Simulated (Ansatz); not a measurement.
MgGaCu:
```yaml
crystal:
  lattice:
    - [0.00000, 2.56824, -4.39195]
    - [0.00000, 2.56824, 4.39195]
    - [8.23978, 0.00000, 0.00000]
  atoms:
    - { symbol: Mg, position: [0.33191, 0.66809, 0.67928] }
    - { symbol: Mg, position: [0.33191, 0.66809, 0.32072] }
    - { symbol: Mg, position: [0.66194, 0.33806, 0.79532] }
    - { symbol: Mg, position: [0.66194, 0.33806, 0.20468] }
    - { symbol: Ga, position: [0.83894, 0.16106, 0.50000] }
    - { symbol: Ga, position: [0.16427, 0.33787, 0.00000] }
    - { symbol: Ga, position: [0.66213, 0.83573, 0.00000] }
    - { symbol: Ga, position: [0.16661, 0.83339, 0.00000] }
    - { symbol: Cu, position: [0.00077, 0.99923, 0.75110] }
    - { symbol: Cu, position: [0.00077, 0.99923, 0.24890] }
    - { symbol: Cu, position: [0.83771, 0.65927, 0.50000] }
    - { symbol: Cu, position: [0.34073, 0.16229, 0.50000] }
```

Relaxed with r²SCAN. Special points in fractions of this cell's reciprocal vectors: Γ (0.000, 0.000, 0.000); Y (-0.500, 0.500, 0.000); C0 (-0.335, 0.665, 0.000); Σ0 (0.335, 0.335, 0.000); Z (0.000, 0.000, 0.500); A0 (0.335, 0.335, 0.500); E0 (-0.335, 0.665, 0.500); T (-0.500, 0.500, 0.500); S (0.000, 0.500, 0.000); R (0.000, 0.500, 0.500).

Q: List the band energies nearest the Fermi level at these points for r²SCAN (plane waves, PAW; program Ansatz).

A: In eV from the Fermi level; about four levels below and three above (degenerate sets whole), none deeper than 8.9 eV; points with the same levels are listed once.

```tsv
k	below	above
Γ	-2.01 -1.85 -0.93 0.00	0.11 0.15 0.51
Y	-2.33 -1.92 -1.39 -0.69	0.21 0.26 1.69
C0	-2.77 -2.72 -2.48 -0.14	0.07 0.54 1.01
Z	-1.79 -1.53 -0.88 -0.09	0.33 0.72 1.91
A0	-1.08 -1.00 -0.69 -0.08	0.68 1.33 2.01
T	-2.17 -1.38 -1.33 -1.27	1.30 1.38 2.23
S	-2.71 -1.64 -1.16 -1.15	0.13 0.58 2.07
R	-1.95 -1.81 -1.26 -1.23	1.42 1.44 2.40
```

Space group Amm2. The first step of the workflow began from a Materials Project structure, measured or hypothetical; the Crystallography Open Database copy checked does not list it. With Ga and Cu taken as one species the cell has the higher symmetry P-6m2, so it may be an ordered model of a mixed-site phase. Whether it is the stable phase at ambient conditions was not checked. The cell was relaxed with r²SCAN under the symmetry of its start; whether a distortion lowers the energy is not shown. No spin polarisation was allowed. Spin–orbit coupling is left out wherever it is not named.

Potentials: the later of the program's two PAW sets.
